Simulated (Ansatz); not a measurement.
LiB3N3:
```yaml
crystal:
  lattice:
    - [4.38710, 0.00000, 0.00000]
    - [-2.19355, 3.79934, 0.00000]
    - [0.00000, 0.00000, 7.21653]
  atoms:
    - { symbol: N, position: [0.32961, 0.32961, 0.75000] }
    - { symbol: N, position: [0.67039, 0.00000, 0.75000] }
    - { symbol: N, position: [0.00000, 0.67039, 0.75000] }
    - { symbol: B, position: [0.33832, 0.00000, 0.75000] }
    - { symbol: B, position: [0.66168, 0.66168, 0.75000] }
    - { symbol: B, position: [0.00000, 0.33832, 0.75000] }
    - { symbol: Li, position: [0.00000, 0.00000, 0.00000] }
    - { symbol: N, position: [0.67039, 0.67039, 0.25000] }
    - { symbol: N, position: [0.00000, 0.32961, 0.25000] }
    - { symbol: N, position: [0.32961, 0.00000, 0.25000] }
    - { symbol: B, position: [0.66168, 0.00000, 0.25000] }
    - { symbol: B, position: [0.00000, 0.66168, 0.25000] }
    - { symbol: B, position: [0.33832, 0.33832, 0.25000] }
    - { symbol: Li, position: [0.00000, 0.00000, 0.50000] }
```

This is the r²SCAN+D4-relaxed structure.

Task: All from DFT-r²SCAN+D4 in the program Ansatz with PAW potentials, unless another level is named. Predict the electronic character.

Result: metallic (no gap).

Task: Predict the formation energy from the elements (no fitted shifts).

Result: -0.94 eV/atom.

Task: Predict the density of states at the Fermi level.

Result: 0.32 states/eV per atom (mean over ±0.08 eV).

Space group P6_3/mcm. A made-up cell: these elements were put on the sites of a structure type; neither database checked (COD, Materials Project) lists it. Whether it is the stable phase at ambient conditions was not checked. Symmetry was held in the r²SCAN+D4 relaxation; its stability against distortions is not shown here. The references are the lowest solids computed at this level, not always the standard phases (solids in place of the gases).

Potentials: the later of the program's two PAW sets.
